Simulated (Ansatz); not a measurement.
Values for one crystal, relaxed and computed with plane-wave PAW r²SCAN (Ansatz code); other levels are named.

```yaml
volume_per_atom: 22.39 Å³
electronic_character: metallic (no gap)
Density of states at the Fermi level: 0.32 states/eV per atom (mean over ±0.08 eV)
Formation energy from the elements (no fitted shifts): -0.34 eV/atom
```

Which of these materials gives this?
A. Y3In5, Cmcm (Pearson symbol oS32)
B. ZrIn3, I4/mmm (Zr on 2a, In on 4d, In on 2b)
C. In3Co, P4_2/mnm (In on 4c, In on 8j, Co on 4f)
D. GaPt3, I4/mcm (Ga on 4b, Pt on 8h, Pt on 4a)

B, ZrIn3, I4/mmm (Zr on 2a, In on 4d, In on 2b)

The first step of the workflow began from a Materials Project structure, measured or hypothetical; the Crystallography Open Database copy checked does not list it. With Zr and In taken as one species the cell has the higher symmetry I4/mmm, so it may be an ordered model of a mixed-site phase. Whether it is the stable phase at ambient conditions was not checked. Symmetry was held in the r²SCAN relaxation; whether a distortion lowers the energy is not shown. The run is not spin-polarised. The references are the lowest solids computed at this level, not always the standard phases. Scalar-relativistic: spin–orbit coupling is off unless named, which matters more the heavier the elements.

Potentials: the earlier of the program's two PAW sets.
